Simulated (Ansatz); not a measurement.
InAs (zinc blende)

```
InAs
1.0
    0.00000     3.09316     3.09316
    3.09316     0.00000     3.09316
    3.09316     3.09316     0.00000
As In
1 1
Direct
  0.75000   0.75000   0.75000
  0.00000   0.00000   0.00000
```

The slice is a {100} plane (indices of the conventional cell) through the point (0.000, 0.000, 0.000) (fractional), spanned by u = [100] and v = [0 1 -1] in vectors of this cell: u (4.37 Å) and v (4.37 Å, at 90° to u). It covers one period; positions are fractions (u, v).

Computed with PBE (plane waves to 420 eV, PAW, scalar-relativistic; Ansatz, a first-principles code). k mesh 9×9×9. Inside the PAW spheres the values are not all-electron values, and peaks at nuclei hang on which shells count as valence. At this level the bands of InAs touch or barely overlap; measurements give the solid a gap. InAs was relaxed with its symmetry unable to fall.

Three fields on this plane, each scaled to ten steps between its own extremes (0 low, 9 high; the total valence density on a logarithmic scale, the potential cut 8 eV below its top; x marks points blanked near nuclei; v = 0 in the bottom row):

Map A
```
|xxxxxxx456899999998654xxxxxx|
|xxxxxxx456789999987654xxxxxx|
|xxxxxx44567788888776544xxxxx|
|xxxxx5445666666666665445xxxx|
|xxxx544455555555555554445xxx|
|xxx44444443333333334444444xx|
|4444444433222222222334444444|
|5555554322111111111223455555|
|7766654321100000001123456667|
|8877653211000000000112356778|
|9987653210000000000012356789|
|9998653210000000000012356899|
|9998653210000000000012356899|
|9998653210000000000012356899|
|9998653210000000000012356899|
|9998653210000000000012356899|
|9987653210000000000012356789|
|8877653211000000000112356778|
|7766654321100000001123456667|
|5555554322111111111223455555|
|4444444433222222222334444444|
|xxx44444443333333334444444xx|
|xxxx544455555555555554445xxx|
|xxxxx5445666666666665445xxxx|
|xxxxxx44567788888776544xxxxx|
|xxxxxxx456789999987654xxxxxx|
|xxxxxxx456899999998654xxxxxx|
|xxxxxxx457899999998754xxxxxx|
```

Map B
```
|xxxxxxx014677777776410xxxxxx|
|xxxxxxx025677888776520xxxxxx|
|xxxxxx00356788888765300xxxxx|
|xxxxx0014678888888764100xxxx|
|xxxx000357788888887753000xxx|
|xxx00035678889998887653000xx|
|0000135678899999998876531000|
|1123456788999999999887654321|
|4455677889999999999988776554|
|6666778899999999999998877666|
|7777888999999999999999888777|
|7778888999999999999999888877|
|7788889999999999999999988887|
|7788889999999999999999988887|
|7788889999999999999999988887|
|7778888999999999999999888877|
|7777888999999999999999888777|
|6666778899999999999998877666|
|4455677889999999999988776554|
|1123456788999999999887654321|
|0000135678899999998876531000|
|xxx00035678889998887653000xx|
|xxxx000357788888887753000xxx|
|xxxxx0014678888888764100xxxx|
|xxxxxx00356788888765300xxxxx|
|xxxxxxx025677888776520xxxxxx|
|xxxxxxx014677777776410xxxxxx|
|xxxxxxx014677777776410xxxxxx|
```

Map C
```
|xxxxxxx987666666666789xxxxxx|
|xxxxxxx877666656666778xxxxxx|
|xxxxxx98766555555566789xxxxx|
|xxxxx9876655555555566789xxxx|
|xxxx987665544444445566789xxx|
|xxx98776554444444445567789xx|
|9988766554433333334455667889|
|8877665543332222233345566778|
|7776655433222212222334556677|
|6666554432211111112234455666|
|6665544332111000111233445566|
|6665544322110000011223445566|
|6665544322100000001223445566|
|6655544321100000001123445556|
|6665544322100000001223445566|
|6665544322110000011223445566|
|6665544332111000111233445566|
|6666554432211111112234455666|
|7776655433222212222334556677|
|8877665543332222233345566778|
|9988766554433333334455667889|
|xxx98776554444444445567789xx|
|xxxx987665544444445566789xxx|
|xxxxx9876655555555566789xxxx|
|xxxxxx98766555555566789xxxxx|
|xxxxxxx877666656666778xxxxxx|
|xxxxxxx987666666666789xxxxxx|
|xxxxxxx987666666666789xxxxxx|
```

Assign the maps to these fields: electron localisation function (ELF); valence electron density; electrostatic potential energy of an electron, from the cell's mean.

A is the electron localisation function (ELF); B is the electrostatic potential energy of an electron, from the cell's mean; C is the valence electron density.
